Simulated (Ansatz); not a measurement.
Starting cell, Ca (fcc, Cu type):

```xyz
2
Lattice="0.0000 5.5685 5.5685 2.7842 2.7842 5.5685 2.7842 2.7842 0.0000" Properties=species:S:1:pos:R:3 pbc="T T T"
Ca     0.0000     0.0000     0.0000
Ca     2.7842     5.5685     2.7842
```

The atoms are displaced by Q × the pattern below (from a DFPT mode at X = (0.5, 0.5, 0.0), largest move 1; Q in Å), at fixed cell. It is one choice among 2 degenerate patterns. (q is in reciprocal vectors of the primitive cell; the cell shown is doubled to hold the pattern.)

```json
[
 {"atom": "Ca1", "x": "0.000", "y": "1.000", "z": "0.000"},
 {"atom": "Ca2", "x": "0.000", "y": "-1.000", "z": "0.000"}
]
```

The numbers are results of r2SCAN (plane waves to 500 eV, PAW, scalar-relativistic; Ansatz, a first-principles code), not measurements. k mesh 14×14×14 (Γ-centred), Fermi-Dirac smearing 0.05 eV. E stands for the smeared free energy. With partly filled bands, energies and forces of such displacements shift with the k mesh and the smearing. Ca was relaxed with its symmetry unable to fall. ΔE is measured from the undisplaced structure. The last digit holds for this mesh only.

```csv
Q (Å),ΔE (meV/cell)
-0.1000,25.41
-0.0833,17.65
-0.0667,withheld
-0.0500,6.35
-0.0333,2.82
-0.0167,0.71
0.0000,0.00
0.0167,0.71
0.0333,2.82
0.0500,6.35
0.0667,withheld
0.0833,17.65
0.1000,25.41
```

Q: Fit an even polynomial form (powers 2, 4) to the given rows and predict ΔE at Q = 0.0667.

A: Least squares on the 11 given rows: ΔE = (2545)·Q² + (-322.0)·Q⁴, in meV/cell with Q in Å; root-mean-square residual 0.006 meV/cell. At 0.0667 the fit gives 11.32 meV/cell; the calculation gives 11.30 meV/cell, so the interpolation is off by 0.02 (+0.2 %). The quadratic term alone would give 11.32 meV/cell.

(A displaced cell: forces are minus the slopes of the energy, force constants its curvatures, and phonons follow from these.)
